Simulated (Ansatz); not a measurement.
# CsZrCuSe3 squeezed and stretched

A database entry relaxed whole under r2SCAN (Cmcm):

```
CELL_PARAMETERS angstrom
1.96591 -8.05274 0.00000
1.96591 8.05274 0.00000
0.00000 0.00000 10.26052
ATOMIC_POSITIONS crystal
Cs 0.25526 0.74474 0.25000
Cs 0.74474 0.25526 0.75000
Zr 0.00000 0.00000 0.00000
Zr 0.00000 0.00000 0.50000
Cu 0.53238 0.46762 0.25000
Cu 0.46762 0.53238 0.75000
Se 0.61234 0.38766 0.05196
Se 0.38766 0.61234 0.55196
Se 0.38766 0.61234 0.94804
Se 0.61234 0.38766 0.44804
Se 0.94199 0.05801 0.25000
Se 0.05801 0.94199 0.75000
```

The cell was scaled uniformly, its shape held, and the atoms relaxed at each volume with plane-wave PAW DFT (Ansatz 0.2.0; r2SCAN, 500 eV, 8×8×4 Γ-centred mesh, fermi-dirac occupations of width 0.020 eV; no spin, no spin-orbit coupling). One row is withheld.

```csv
volume (Å³/atom),energy over the lowest (meV/atom),pressure (GPa),gap over mesh and path (eV)
25.448,12.8,2.71,0.446
25.989,5.4,1.69,0.479
26.531,?,?,?
27.072,0.0,-0.05,0.536
27.614,1.4,-0.76,0.562
28.155,5.1,-1.43,0.584
28.697,10.9,-2.01,0.604
```

Problem. Fit the pressures of the other rows to the third-order Birch-Murnaghan form.

Solution. With f = [(V₀/V)^(2/3) − 1]/2 and P = 3B₀f(1 + 2f)^(5/2)[1 + 3(B₀′ − 4)f/2], least squares gives V₀ = 27.05 Å³ an atom, B₀ = 38.8 GPa and B₀′ = 4.5; the rows miss the fit by less than 0.01 GPa. The slope of the energies differs from these pressures by less than 0.05 GPa.

Problem. How does the gap move with volume?

Solution. A parabola in ln(V/V₀) through the other rows has the slope dE_g/d ln V = +1.3 eV at V₀, so by B₀ the gap moves by -34 meV a GPa at this fixed shape: it narrows under pressure.

Problem. What does the withheld row hold?

Solution. The fit gives 0.78 GPa at 26.531 Å³; the run gave 0.78 GPa and 1.2 meV an atom. Its gap is 0.509 eV, against 0.509 eV from the parabola.

Caveats: the shape of the cell was held, so B₀ is an upper bound where the axes differ in stiffness; 0 K, fixed nuclei; the symmetry was kept, and this need not be the phase that is stable at 0 K; one mesh for all volumes; r2SCAN gaps lie as a rule under measured ones; the slope of the gap can be off by tens of per cent, more where shallow d levels or spin-orbit coupling act on the edges; no spin-orbit coupling, which narrows gaps of heavier elements; pressure is positive in compression.
